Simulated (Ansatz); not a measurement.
**Ca: energy along a strain**

Ca, Im-3m, a = 4.480 Å (as given, not relaxed at this level: -0.6 GPa). This isn't the element's structure at ambient conditions. Ansatz: r2SCAN, PAW, 500 eV, Γ-centred 16×16×16 mesh on 1 atom, Gaussian smearing 0.15 eV; no spin polarisation. Cell vectors (Å): -2.240 2.240 2.240; 2.240 -2.240 2.240; 2.240 2.240 -2.240. The cell is strained by x per cent times the pattern (0 0 1 0 0 0) in the order xx yy zz yz xz xy (engineering shears), with fractional coordinates held. y is the free energy over the start, V0 = 44.958 Å³/atom.

```
x (%) y (meV/atom)
-4.00             ?
-3.00         -3.16
-2.00         -2.60
-1.00         -1.54
 0.00          0.00
 1.00          1.99
 2.00          4.41
 3.00          7.23
 3.50          8.78
 4.00         10.42
```

Task: Fit y = c1 x + c2 x² + c3 x³ to the other rows, get the stiffness along the pattern, and predict the missing energy.

Result: Least squares on the rows shown. y = 1.770 x + 0.2261 x² − 0.004316 x³. The clamped-ion stiffness p·C·p = 2 × 2.261 eV × 160.2 / 44.958 Å³ = 16.1 GPa, which is C33 in these axes (C11 of the cubic crystal) (second derivative at the start, which stands under stress). At x = -4.00 the fit asked for gives -3.19 meV/atom. The run gave -3.18 meV/atom, so the fit is 0.01 meV/atom too low, a small miss on the scale of the series.